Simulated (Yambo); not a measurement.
```
MgZn3S4
1.0
    5.45480     0.00000     0.00000
    0.00000     5.45480     0.00000
    0.00000     0.00000     5.45480
Mg S Zn
1 4 3
Direct
  0.50000   0.50000   0.50000
  0.75633   0.75633   0.24367
  0.75633   0.24367   0.75633
  0.24367   0.24367   0.24367
  0.24367   0.75633   0.75633
  0.00000   0.00000   0.50000
  0.50000   0.00000   0.00000
  0.00000   0.50000   0.00000
```

MgZn₃S₄ (space group P-43m, No. 215): mean Im ε in 1 eV windows above the direct gap of 3.66 eV, for different electron-hole kernels (Yambo, broadening 0.15 eV, LDA (pw.x of Quantum ESPRESSO, ONCV potentials, without SOC) bands; 4×4×4 mesh, 12 valence and 10 conduction bands, static screening with 106 bands and a 3 Ry block, scissor 1.53 eV, Tamm-Dancoff; field along x).

| window (eV) | independent quasiparticles | TDDFT, adiabatic LDA kernel | BSE |
|---|---|---|---|
| 3.7 to 4.7 | 0.7 | 0.7 | 2.6 |
| 4.7 to 5.7 | 3.8 | 3.8 | 7.8 |
| 5.7 to 6.7 | 4.8 | 4.6 | 8.9 |
| 6.7 to 7.7 | 9.4 | 8.1 | 6.5 |
| 7.7 to 8.7 | 8.6 | 6.4 | 5.5 |

This run doesn't resolve bound excitons or single peaks, so only averages are given, and they too depend on the mesh; weight that the attraction moves below the gap isn't listed. All transitions below 9.32 eV are in the band window. The scissor comes from a G0W0 run whose convergence isn't established.

Geometry of the Materials Project entry, not relaxed at this level.

The structure is a Materials Project entry; no match was found in the copy of COD used, and its stability was not checked.
